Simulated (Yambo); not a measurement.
```xyz
4
Lattice="3.1131 0.0000 0.0000 -1.5566 2.6960 0.0000 0.0000 0.0000 4.9828" Properties=species:S:1:pos:R:3 pbc="T T T"
N      1.5566     0.8987     4.3897
N      0.0000     1.7974     1.8983
Al     1.5566     0.8987     2.4866
Al     0.0000     1.7974     4.9780
```

AlN (wurtzite, space group P6_3mc, No. 186): G0W0@PBEsol in Yambo (6×6×4 Γ-centred k mesh, 77 bands and a 8 Ry block in the screening, 77 bands in G with the Bruneval-Gonze terminator, plasmon pole fitted at 27.2 eV) on wavefunctions from Quantum ESPRESSO. With the symmetry operations that carry no fractional translation, the mesh has 24 irreducible k points, and the gap Γ → Γ is 5.587 eV.

Question: What changes when point-group symmetry is switched off and time reversal alone is kept?

Answer: The mesh then has 76 irreducible points. The exact result doesn't change; the run gives 5.587 eV, and the difference is numerical residue, whose source wasn't traced. Rough time against the symmetric run: about 3× for the empty bands, about 2× for Yambo (2 states against 4).

Geometry relaxed with PBEsol.
